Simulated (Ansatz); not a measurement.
This BAs2 structure is the end of a relaxation. The cell was found from a structure generator's guess, not taken from experiment.

These are results of Ansatz 0.2.0, DFT PBE, scalar-relativistic, plane waves, PAW, not measurements. Cutoff 420 eV, Γ-centred mesh, Gaussian smearing, no spin polarisation.

```
CELL_PARAMETERS angstrom
4.61534 0.00000 0.00000
-2.30767 3.99700 0.00000
0.00000 0.00000 2.66000
ATOMIC_POSITIONS crystal
B 0.00000 0.00000 0.00000
As 0.33333 0.66667 0.50000
As 0.66667 0.33333 0.50000
```

Formation energies are uncorrected and refer to the elements' standard structures at the same level.

Question: What space group does it have?

Answer: P6/mmm (No. 191). Conventional cell: a = 4.615 Å, c = 2.660 Å. B is surrounded by 2 B at 2.66 Å and 12 As at 2.98 Å (long against covalent radii, as for large ions); As is surrounded by 5 As at 2.66 Å and 6 B at 2.98 Å.

Question: What is its formation energy per atom?

Answer: +1.34 eV/atom. A positive value: parting into the elements would lower its energy.

Question: Is it a metal?

Answer: Yes, bands cross the Fermi level on the 12×12×18 mesh.

The last run used a 12×12×18 mesh (in the run's order of axes) for its 3-atom cell and Gaussian smearing of 0.10 eV. An odd number of electrons in the primitive cell allows no gap without spin; a larger cell or a magnetic state could open one. The cell is a metal run without spin; a magnetic state may lie lower. The reference form of As is held partly by dispersion forces, which this level lacks. A structure relaxed within its symmetry needn't be a true minimum. Another cell of BAs2 relaxed alike, in I4/mmm, lies 0.82 eV/atom lower, so this cell isn't the stable form at this level.
